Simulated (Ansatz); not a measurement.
input.yaml (Ansatz)

```yaml
crystal:
  lattice:
    - [-1.8974864381, 1.8972516161, 1.3124666747]
    - [1.8972516161, -1.8974864381, 1.3124666747]
    - [3.1300867309, 3.1300867309, -1.3128967516]
  atoms:
    - { symbol: Mo, position: [0.9999516566, 4.83434e-05, 0.0] }
    - { symbol: Mo, position: [0.7500483434, 0.2499516566, 0.5] }
hamiltonian:
  xc: pbesol
  pseudopotentials:
    kind: paw
    azcp:
      Mo: "pseudopotentials/Mo.paw.azcp"
basis:
  ecutwfc: 420
  fft_grid_basis: typed
kpoints:
  mp_grid: { grid: [22, 22, 12], shift: [0, 0, 0] }
magnetization:
  spin_polarized: false
scf:
  occupations: { method: fermi_dirac, width: 0.1 }
```

Output

```
Warning: the record states the generating functional pbe (its physics header spells it `PBE`), which answers neither for hamiltonian.xc's functional nor for the pbesol family's — results may be inconsistent (PPs are generated against a specific XC)
Engine: ansatz 0.2.0, x86_64-unknown-linux-gnu
Pseudopotentials: kind: paw
Pseudopotential: Mo, paw, valence charge 14, recommended cutoff 420 eV (normal) 
Functional definition: PBEsol
  exchange = pbesol_x
  correlation = pbesol_c
Crystal: 2 atoms, lattice volume = 31.177 Å³
Basis set: ecut = 420 eV, 595 PW (Γ)
Bands: 18, of which v1, the nominal top of the filled ones, is band 14 counted from 1 (13 counted from 0)
Symmetry: 4 space group operations
Space group: C2/c (ITA 15), of the structure as read, at distance tolerance 3.1e-5 Å
k-points: 1531 of 5808
Non-local potential: Mo, projectors of the file, l = 0: 3, l = 1: 2, l = 2: 2, l = 3: 1
PAW form: soft (Blöchl's): semilocal exchange-correlation on the pseudo side does not see the compensation charge
PAW frozen core: Mo, regenerated for the run's functional, and the local potential with it (the file was generated under x = pbe(κ = 0.804, μ = 0.2195149727645171), c = pbe(β = 0.06672455060314922))
PAW one-centre angular grid: Mo, 590 points (default); XC on 64 Gauss nodes
Initial density: superposition of atomic densities (neutral atoms: chi_scale 0, normalization atom), corrected by the library's trained network
Initial wavefunctions: pseudopotential atomic-orbital guess
Functional: x = pbesol(κ = 0.804, μ = 0.12345679012345678), c = pbesol(β = 0.046)
SCF iter   1: F=—  HF=-9794.489190 eV  |F-HF|=—  |Δ(HF+E_count)|=         —  Δρ=6.36e-3  dr2=6.77e-3  ethr=1.77e-3  ⟨swp⟩=5.1  Hψ=123695  notcnv=0
SCF iter   2: F=—  HF=-9794.487312 eV  |F-HF|=—  |Δ(HF+E_count)|=   1.88e-3  Δρ=3.37e-3  dr2=1.70e-3  ethr=2.42e-5  ⟨swp⟩=1.9  Hψ=53774  notcnv=0
SCF iter   3: F=—  HF=-9794.486882 eV  |F-HF|=—  |Δ(HF+E_count)|=   4.30e-4  Δρ=3.47e-4  dr2=2.56e-5  ethr=6.06e-6  ⟨swp⟩=2.1  Hψ=37773  notcnv=0
SCF iter   4: F=—  HF=-9794.486876 eV  |F-HF|=—  |Δ(HF+E_count)|=   6.54e-6  Δρ=4.50e-5  dr2=4.30e-7  ethr=9.13e-8  ⟨swp⟩=2.3  Hψ=47606  notcnv=0
iter 5 did not close the SCF: its close was put off for the readings that it lacked (scf_convergence_deferred on its scf_iter line)
SCF iter   5: F=-9794.486876 eV  HF=-9794.486876 eV  |F-HF|=3.83e-9  |Δ(HF+E_count)|=   1.46e-7  Δρ=1.20e-5  dr2=2.91e-8  ethr=1.54e-9  ⟨swp⟩=2.5  Hψ=50186  notcnv=0
SCF iter   6: F=-9794.486876 eV  HF=-9794.486876 eV  |F-HF|=5.15e-10  |Δ(HF+E_count)|=   6.29e-9  Δρ=2.25e-6  dr2=8.75e-10  ethr=1.04e-10  ⟨swp⟩=1.0  Hψ=78620  notcnv=0
SCF 1 converged in 6 iterations: F = -9794.486876 eV  dr2 = 8.75e-10
SCF converged after 6 iterations
Free energy (F): -9794.486876 eV
Harris-Foulkes:  -9794.486876 eV  (|F-HF|=5.15e-10)
Internal energy: -9794.438729 eV  (E = F + TS)
E sigma→0 (E₀):  -9794.462802 eV
Entropy (-TS):   -0.048147 eV (-24.074 meV/atom)
Fermi energy:    20.829991 eV
--- Per-component energies (eV) ---
  E_band       = -109.649432
  E_kinetic    = 883.609666
  E_local      = -1583.247434  (includes V_loc(G=0)·N_el)
  E_nonlocal   = 290.189021
  E_hartree    = 524.005001
  E_xc         = -365.105017
  E_vxc        = -457.348147  (∫ρ·V_xc dr)
  E_paw        = -6288.023950  (= ΣΔE_a)
  E_vpaw       = -290.861433  (= ΣTr[D̂ρ^β])
  E_aug_tail   = 0.000082  (compensation charges beyond the density's cutoff)
  E_ewald      = -3256.284696
  E_core_change = 0.418599  (= ΣΔE_core)
  E_smearing   = -0.048147  (= −TS)
  E_closure    = 0.000000  (closes the sum)
  Σ components = -9794.486876   (vs F -9794.486876, Δ=0.00e0)
```
